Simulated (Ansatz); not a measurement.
AlN (wurtzite)

```
AlN
1.0
    3.13030     0.00000     0.00000
   -1.56515     2.71092     0.00000
    0.00000     0.00000     5.01801
Al N
2 2
Direct
  0.66667   0.33333   0.00337
  0.33333   0.66667   0.50337
  0.66667   0.33333   0.62183
  0.33333   0.66667   0.12183
```

In this cell atom 4 (N, nearest neighbour Al at 1.903 Å; its periodic images, 3.1 Å or more away, move with it) is moved by s along Cartesian [110], unit vector (0.707, 0.707, 0.000); all other atoms and the cell stay fixed.

The numbers are results of PBE (plane waves to 420 eV, PAW, scalar-relativistic; Ansatz, an electronic-structure program), not measurements. k mesh 10×10×6 (Γ-centred), Fermi-Dirac smearing 0.05 eV. The energy includes the smearing's −TS. Left out: 1 of 11 points, with atoms too close for the PAW data. F∥ is the force on the atom along that direction. AlN was relaxed with its symmetry unable to fall. ΔE is measured from the undisplaced structure.

Question: What ΔE (meV/cell) and F∥ (eV/Å) does the calculation give at s (Å) = -0.228, -0.114, 0.114, 0.456, 0.570?

Answer: 
| s (Å) | ΔE (meV/cell) | F∥ (eV/Å) |
|---|---|---|
| -0.228 | 478 | 4.691 |
| -0.114 | 107 | 1.971 |
| 0.114 | 89 | -1.508 |
| 0.456 | 1198 | -4.751 |
| 0.570 | 1785 | -5.509 |

(A displaced cell: forces are minus the slopes of the energy, force constants its curvatures, and phonons follow from these.)
